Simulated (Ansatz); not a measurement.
# Cs (bcc, W type): energy against volume

Cs (bcc, W type)

```cif
data_Cs2
_chemical_formula_sum 'Cs2'
_space_group_name_H-M_alt 'Im-3m'
_space_group_IT_number 229
_space_group_name_Hall '-I 4 2 3'
_cell_length_a 6.27522
_cell_length_b 6.27522
_cell_length_c 6.27522
_cell_angle_alpha 90.000
_cell_angle_beta 90.000
_cell_angle_gamma 90.000
loop_
_atom_site_label
_atom_site_type_symbol
_atom_site_symmetry_multiplicity
_atom_site_Wyckoff_symbol
_atom_site_fract_x
_atom_site_fract_y
_atom_site_fract_z
_atom_site_occupancy
Cs1 Cs 2 a 0.00000 0.00000 0.00000 1
```
(The calculation used a cell of 1 atom; values per cell refer to that cell.)

The volume is varied about the relaxed value V₀ at fixed cell shape. Symmetry pins the atoms to their sites.

Calculation: r2SCAN (plane waves to 500 eV, PAW, scalar-relativistic; Ansatz, a first-principles code). k mesh 11×11×11 (Γ-centred), Fermi-Dirac smearing 0.05 eV. E stands for the smeared free energy. Cs was relaxed with its symmetry unable to fall. The relaxed volume of Cs is well above the measured one; the method has no dispersion term. The zero of ΔE is the relaxed starting cell.

```tsv
V (Å³/atom)	ΔE (eV/atom)
111.198	0.008
113.669	0.005
116.141	0.002
118.612	0.001
121.083	0.000
123.554	0.000
126.025	0.000
128.496	0.001
130.967	0.003
133.438	0.004
135.909	0.007
```

What the scan shows:

* **Pressure at the smallest volume**: 0.2 GPa
* **Energy cost of the largest compression**: 8 meV/atom
* **Energy cost of the largest expansion**: 7 meV/atom
* **Bulk modulus B₀ (third-order Birch-Murnaghan fit)**: 1.8 GPa
* **Pressure derivative B₀′ (fit)**: 3.5
* **Equilibrium volume of the fit**: 123.10 Å³/atom
* **Pressure for 5 % compression (fit)**: 0.1 GPa

(A scan under strain: stresses follow from slopes of the energy per volume, elastic moduli from its curvatures.)
